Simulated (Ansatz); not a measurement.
GaAs in space group P6_222 (No. 180; Ga on 3d, As on 3c) at seven volumes, PBEsol (plane waves, PAW; program Ansatz), shape and atoms relaxed at each. One row is withheld.

| V (Å³/atom) | P (GPa) |
|---|---|
| 18.627 | 8.72 |
| 19.241 | 5.33 |
| 19.855 | 2.44 |
| 20.469 | 0.01 |
| 21.083 | -2.04 |
| 21.697 | -3.74 |
| 22.311 | ? |

Task: Fit the shown pressures and predict the withheld one.

Result: Third-order Birch–Murnaghan: P = (3/2)B₀(x^(7/2) − x^(5/2))[1 + (3/4)(B′ − 4)(x − 1)] with x = (V₀/V)^(2/3). Least squares on the six rows gives V₀ = 20.474 Å³/atom, B₀ = 74.00 GPa, B′ = 4.67. At V = 22.311, x = 0.9443 and P = -5.21 GPa. The run itself gave -5.17 GPa.

The start of the workflow was typed in or built on a structure type; neither database checked (COD, Materials Project) lists it. It is not the phase usual at ambient conditions (space group No. 216). The PBEsol relaxation kept the symmetry of its start; whether a distortion lowers the energy is not shown.

Potentials: the earlier of the program's two PAW sets. The files were generated under PBE; for other functionals the program regenerates the frozen cores, and for LDA and PBEsol the local potential too.
